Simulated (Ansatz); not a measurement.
**YS (Fm-3m): lattice vibrations**

```
Y S
1.0
     0.00000    2.73033    2.73033
     2.73033    0.00000    2.73033
     2.73033    2.73033    0.00000
Y S
1 1
Direct
  0.50000 0.50000 0.50000
  0.00000 0.00000 0.00000
```

The conventional cell has a = 5.461 Å, b = 5.461 Å, c = 5.461 Å, α = 90.00°, β = 90.00°, γ = 90.00°. Y (atom 1) is surrounded by 6 S at 2.73 Å. Around S (atom 2) lie 6 Y at 2.73 Å.

Level of theory, where no other is named: PBEsol, all-electron LAPW in Ansatz 0.2.0, scalar-relativistic. k mesh 12×12×12, Fermi-Dirac smearing of 0.100 eV, basis error target 0.5 meV/atom. The cell was relaxed by PAW under this functional.

Atoms are displaced by 0.01 Å in the smallest supercells that hold the wave vectors of a 2×2×2 mesh. Negative values stand for unstable modes.

(1) What are the phonon energies at the solved wave vectors, in cm⁻¹?

(2) Is the structure dynamically stable at these wave vectors?

(3) How do the optical zone-centre modes decompose, and which are active?

(4) How well do frozen-core PAW files reproduce these all-electron values?

(5) The cell is scaled evenly to 39.894 and 41.522 Å³ (from 40.708), with free atoms relaxed and the shape held. What are the mode Grüneisen parameters γ = −d ln ω/d ln V?

## Answers

(1) 

```tsv
q	point	modes (cm⁻¹)
0.000 0.000 0.000	Gamma	297.9 (×3)
0.500 0.000 0.000	L	115.2, 143.6 (×2), 278.9 (×2), 299.0
0.500 0.500 0.000	X	96.8 (×2), 105.4, 292.1 (×2), 297.7
```

(2) Yes, no mode is unstable there; wave vectors off this mesh aren't tested.

(3) Point group m-3m: Γ_opt = T1u.

```json
{"label": "T1u", "cm⁻¹": "297.9", "activity": "IR", "mostly": "S (74 %)"}
```

In a metal the activity is that of symmetry alone; free carriers screen the infrared modes.

(4) With a cutoff of 420 eV and displacements of 0.0025 Å, the r.m.s. difference over the modes is 0.1 cm⁻¹; the largest difference is 292.0 (PAW) against 292.1 cm⁻¹ (LAPW).

(5) For the highest mode, 308.6 cm⁻¹ in the small cell and 289.6 in the large one give γ ≈ 1.59. From the change of the dynamical matrix on each mode:

```
point   cm⁻¹     γ
Gamma  297.9  1.90
    L  115.2  3.88
    L  143.6  2.10
    L  278.9  1.67
    L  299.0  1.59
    X   96.8  0.60
    X  105.4  1.15
    X  292.1  1.97
    X  297.7  1.99
```

Weighted by the modes' heat capacities at 300 K, the mean on this mesh is 1.83; it moves with the q mesh, and a coarse one overweights the zone boundary.

Known limits: responses of metals move with mesh and smearing; the frozen-core PAW files of the compared runs were fitted under PBE, their cores solved anew for this functional.
